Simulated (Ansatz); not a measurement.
The cell comes from COD entry 9017498, which wasn't checked; take it as a given geometry. The listed cell was then made from it by scaling, straining or moving an atom.

An input for O: DFT, PBEsol, all-electron LAPW, scalar-relativistic (Ansatz 0.2.0).

Command: `ansatz run input.yaml --threads 1 --pin off --max-ram 4096MiB --backend cpu --events-out ev --progress --plain --runs-dir out` The run took 2 min on 1 thread of AMD EPYC 9R45 96-Core Processor (Zen 5), on a shared host, peak memory 2.6 GiB.

```yaml
crystal:
  lattice:
    - [2.5609995414, -0.0128049977, -0.0128049977]
    - [-1.291589224, 2.2242931608, -0.0046869545]
    - [-0.032875, -0.032875, 6.575]
  atoms:
    - { symbol: O, position: [0.3333333333, 0.6666666667, 0.161] }
    - { symbol: O, position: [0.6666666667, 0.3333333333, 0.661] }
    - { symbol: O, position: [0.3333333333, 0.6666666667, 0.339] }
    - { symbol: O, position: [0.6666666667, 0.3333333333, 0.839] }
kpoints:
  mp_grid: { grid: [13, 13, 5] }
  band_path:
    path:
      - [0.0, 0.0, 0.0]
      - [0.0, 0.0, 0.5]
      - [-0.5, 0.5, 0.0]
      - [0.0, 0.0, 0.0]
      - [0.0, -0.5, 0.0]
      - [-0.5, 0.0, 0.5]
      - [0.0, 0.0, 0.0]
      - [-0.5, 0.0, 0.0]
      - [0.0, -0.5, 0.5]
    npoints: 5
scf:
  occupations: { method: fermi_dirac, width: 0.03 }
hamiltonian:
  xc: pbesol
  pseudopotentials: { kind: all_electron, lapw: { basis_error: 0.001 } }
output:
  forces: true
  stress: true
  eigenvalues: true
```

The results part of the log:

```
SCF 1 converged in 7 iterations: F = -8156.479524 eV  dr2 = 1.99e-9
NSCF: frozen V_eff on 41 k-points
SCF converged after 7 iterations
Free energy (F): -8156.479524 eV
Harris-Foulkes:  -8156.479524 eV  (|F-HF|=7.19e-9)
Internal energy: -8156.471225 eV  (E = F + TS)
E sigma→0 (E₀):  -8156.475375 eV
Entropy (-TS):   -0.008298 eV (-2.075 meV/atom)
Fermi energy:    4.923955 eV
--- Per-component energies (eV) ---
  E_band       = -4173.097978
  E_kinetic    = 8147.838644
  E_xc         = -892.542096
  E_electrostatic = -15411.767773  (all electrons and nuclei)
  E_smearing   = -0.008298  (= −TS)
  E_closure    = 0.000000  (closes the sum)
  E_atoms      = -8136.078331  (free atoms, spherical and without spin; not in F)
  Σ components = -8156.479524   (vs F -8156.479524, Δ=0.00e0)
  Basis errors (estimates in eV, not in F): energy 6.2e-4 per atom: plane waves 5.9e-4 (3.9e-4 summed), levels above the bands 1.2e-147, relativity 3.5e-8, radial functions 2.7e-5, core shells 0.0e0; eigenvalues (radial functions only) 8.8e-7; not estimated: angular momenta, meshes, grids; target (lapw.basis_error) 1.0e-3; muffin-tin radii O 0.585 Å
--- Forces (eV/Å), atoms counted from 1 ---
  atom   1  O     -0.04530526    -0.04858717    -2.76232683
  atom   2  O     -0.05184149    -0.04858692    -2.76287278
  atom   3  O      0.05184149     0.04858692     2.76287278
  atom   4  O      0.04530526     0.04858717     2.76232683
  max |Σ_I F_I| component: 6.94e-18 eV/Å
--- Stress (GPa, compression-positive) ---
       -5.073415       0.014480       0.753666
        0.014480      -5.058678       0.753829
        0.753666       0.753829      43.898837
  P = ⅓ Tr σ = 11.2556 GPa (112.556 kbar)
--- Band table (eV; the first three rows and the last of 423) ---
  k-point 0: bands = ["-502.6873", "-502.6873", "-502.6838", "-502.6838", "-23.9264", "-23.7812", "-11.1487", "-9.2203", "-5.3554", "-2.3295", "-1.3820", "-1.3362", "-1.2623", "-1.2171", "5.9431", "5.9786", "6.2254", "6.2590", "13.4115", "14.7801"]
  k-point 1: bands = ["-502.6873", "-502.6873", "-502.6838", "-502.6838", "-23.9129", "-23.7955", "-11.0149", "-9.4976", "-4.9873", "-2.5852", "-1.3710", "-1.3252", "-1.2739", "-1.2287", "5.9699", "6.0053", "6.1986", "6.2324", "13.6444", "14.8792"]
  k-point 2: bands = ["-502.6873", "-502.6873", "-502.6838", "-502.6838", "-23.8773", "-23.8324", "-10.6342", "-10.0759", "-4.1593", "-3.2649", "-1.3419", "-1.3054", "-1.2948", "-1.2586", "6.0398", "6.0742", "6.1293", "6.1630", "14.1354", "14.5691"]
  k-point 422: bands = ["-502.6873", "-502.6873", "-502.6838", "-502.6838", "-23.1084", "-23.0664", "-9.3126", "-8.6946", "-5.1247", "-4.7927", "-3.1105", "-2.3690", "-2.3222", "-2.0770", "2.9494", "3.5644", "5.1197", "5.6486", "15.6599", "16.5482"]
```
